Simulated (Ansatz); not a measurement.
Relaxing AlSi15C16

All numbers below come from DFT PBE, scalar-relativistic, plane waves, PAW (Ansatz). Settings: 420 eV cutoff, 2×2×2 k-mesh, Gaussian smearing of 0.01 eV, no spin polarisation.

What was changed: Al on a Si site (Wyckoff letter b), charge -1, atoms relaxed at the host's cell.

In a supercell of 32 atoms the defect feels its periodic images.

Spin polarisation was left out.

Command:

```bash
ansatz run input.yaml --threads 4 --pin off --max-ram 8192MiB --backend cpu --events-out ev --progress --plain --runs-dir out
```

Input:

```yaml
crystal:
  lattice:
    - [3.0941201779, -5.3591733644, 0.0]
    - [-6.1882403658, 5.8e-09, 0.0]
    - [0.0, 0.0, -10.1293391949]
  atoms:
    - { symbol: Al, position: [0.3334828854, 0.1649213697, 0.0634941091] }
    - { symbol: Si, position: [0.8320236371, 0.1648651991, 0.0622886572] }
    - { symbol: Si, position: [0.3339467673, 0.6667884478, 0.0622832726] }
    - { symbol: Si, position: [0.8320212383, 0.6667899358, 0.0622869194] }
    - { symbol: Si, position: [0.1659664618, 0.3328364153, 0.5615017858] }
    - { symbol: Si, position: [0.6660397834, 0.3328366586, 0.5615038019] }
    - { symbol: Si, position: [0.1659657017, 0.832761814, 0.5615027461] }
    - { symbol: Si, position: [0.6659905767, 0.8328104232, 0.5614573671] }
    - { symbol: Si, position: [0.0008456324, 0.0002401365, 0.3131239347] }
    - { symbol: Si, position: [0.4985679579, 0.0002395502, 0.3131254424] }
    - { symbol: Si, position: [-0.0006717719, 0.4994815491, 0.3113553564] }
    - { symbol: Si, position: [0.4985642462, 0.4979549653, 0.3131209199] }
    - { symbol: Si, position: [0.5001682656, -0.0013673932, 0.8111525619] }
    - { symbol: Si, position: [0.9976350766, -0.0013670005, 0.8111478932] }
    - { symbol: Si, position: [0.5001683058, 0.5011685502, 0.8111465343] }
    - { symbol: Si, position: [0.9993255881, 0.4994793355, 0.811707284] }
    - { symbol: C, position: [0.335313329, 0.1705143213, 0.2611734486] }
    - { symbol: C, position: [0.8324716431, 0.165769593, 0.2500219029] }
    - { symbol: C, position: [0.3330383016, 0.6663364357, 0.2500181796] }
    - { symbol: C, position: [0.8324729332, 0.6663357254, 0.2500208811] }
    - { symbol: C, position: [0.1658324332, 0.332968221, 0.7495541723] }
    - { symbol: C, position: [0.6663052674, 0.3329678178, 0.749557125] }
    - { symbol: C, position: [0.1658347451, 0.8324976452, 0.7495544702] }
    - { symbol: C, position: [0.6659910242, 0.8328131604, 0.7466841264] }
    - { symbol: C, position: [-0.0006770317, 0.4994768893, 0.4988366579] }
    - { symbol: C, position: [0.4999392913, 0.5007083667, 0.5001668031] }
    - { symbol: C, position: [-0.0019075577, 0.998861846, 0.5001688199] }
    - { symbol: C, position: [0.4999397943, 0.9988620809, 0.5001706036] }
    - { symbol: C, position: [0.5032153746, 0.5131324715, 0.9953399357] }
    - { symbol: C, position: [0.9993247509, 0.499478702, 0.9991287459] }
    - { symbol: C, position: [0.50285217, 0.9876783709, 0.9926341072] }
    - { symbol: C, position: [0.9819555667, 0.9894776283, 0.994315135] }
  host:
    lattice:
      - [3.0941201829, -2.9e-09, 0.0]
      - [-1.5470600889, 2.6795866822, 0.0]
      - [0.0, 0.0, 10.1293391949]
    atoms:
      - { symbol: Si, position: [0.6666666667, 0.3333333333, 0.9378441882] }
      - { symbol: Si, position: [0.3333333333, 0.6666666667, 0.4378441882] }
      - { symbol: Si, position: [0.0, 0.0, 0.6878995563] }
      - { symbol: Si, position: [0.0, 0.0, 0.1878995563] }
      - { symbol: C, position: [0.6666666667, 0.3333333333, 0.749807446] }
      - { symbol: C, position: [0.3333333333, 0.6666666667, 0.249807446] }
      - { symbol: C, position: [0.0, 0.0, 0.5004478096] }
      - { symbol: C, position: [0.0, 0.0, 0.0004478096] }
total_charge: -1
basis:
  ecutwfc: 420
  xc_grid: 2
kpoints:
  mp_grid: { grid: [2, 2, 2], shift: [0.0, 0.0, 0.0] }
hamiltonian:
  xc: pbe
scf:
  occupations: { method: gaussian, width: 0.01 }
output:
  forces: true
  stress: false
  eigenvalues: true
  charged_corrections:
    defect_position: [0.33333333, 0.16666667, 0.06215581]
    epsilon: [[10.3446, 0.0, 0.0], [0.0, 10.3446, 0.0], [0.0, 0.0, 11.026]]
  write_density: true
  write_potential: true
  elf: true
  volumetric_format: npy
relax:
  adjacent_minimum: "off"
  f_tol: 0.025
  max_steps: 45
```

F is the free energy.

Steps:

| step | F − F(1) (eV) | largest force component (eV/Å) |
| --- | --- | --- |
| 1 | 0.0000 | 1.148 |
| 2 | -0.1599 | 0.382 |
| 3 | -0.1749 | 0.166 |
| 4 | -0.1787 | 0.005 |
| 5 | -0.1787 | 0.005 |

Relaxed structure:

```cif
data_structure
_symmetry_space_group_name_H-M 'P 1'
_symmetry_Int_Tables_number 1
_cell_length_a 6.1882
_cell_length_b 6.1882
_cell_length_c 10.1293
_cell_angle_alpha 90.000
_cell_angle_beta 90.000
_cell_angle_gamma 120.000
_cell_volume 335.93
loop_
_atom_site_label
_atom_site_type_symbol
_atom_site_fract_x
_atom_site_fract_y
_atom_site_fract_z
_atom_site_occupancy
Al1 Al 0.33245 0.16598 0.06204 1
Si1 Si 0.83017 0.16141 0.05914 1
Si2 Si 0.33700 0.66825 0.05914 1
Si3 Si 0.83018 0.66825 0.05914 1
Si4 Si 0.16589 0.33257 0.56211 1
Si5 Si 0.66559 0.33258 0.56212 1
Si6 Si 0.16589 0.83288 0.56210 1
Si7 Si 0.66579 0.83267 0.56258 1
Si8 Si 0.00088 0.00021 0.31187 1
Si9 Si 0.49822 0.00020 0.31188 1
Si10 Si 0.99911 0.49933 0.30962 1
Si11 Si 0.49822 0.49755 0.31187 1
Si12 Si 0.50026 0.99820 0.81335 1
Si13 Si 0.99691 0.99820 0.81335 1
Si14 Si 0.50027 0.50158 0.81335 1
Si15 Si 0.99915 0.49933 0.81267 1
C1 C 0.33244 0.16599 0.25931 1
C2 C 0.83210 0.16530 0.24948 1
C3 C 0.33313 0.66633 0.24948 1
C4 C 0.83209 0.66633 0.24948 1
C5 C 0.16580 0.33268 0.74994 1
C6 C 0.66583 0.33268 0.74994 1
C7 C 0.16579 0.83263 0.74993 1
C8 C 0.66582 0.83267 0.74739 1
C9 C 0.99912 0.49934 0.49852 1
C10 C 0.49987 0.50083 0.50007 1
C11 C 0.99763 0.99859 0.50007 1
C12 C 0.49987 0.99860 0.50007 1
C13 C 0.50438 0.50983 0.99665 1
C14 C 0.99912 0.49930 0.99958 1
C15 C 0.50437 0.99404 0.99665 1
C16 C 0.98859 0.99403 0.99664 1
```

The run converged. It took 46 s on 4 threads of Arm Neoverse N1 (shared host), peak memory 1.1 GiB.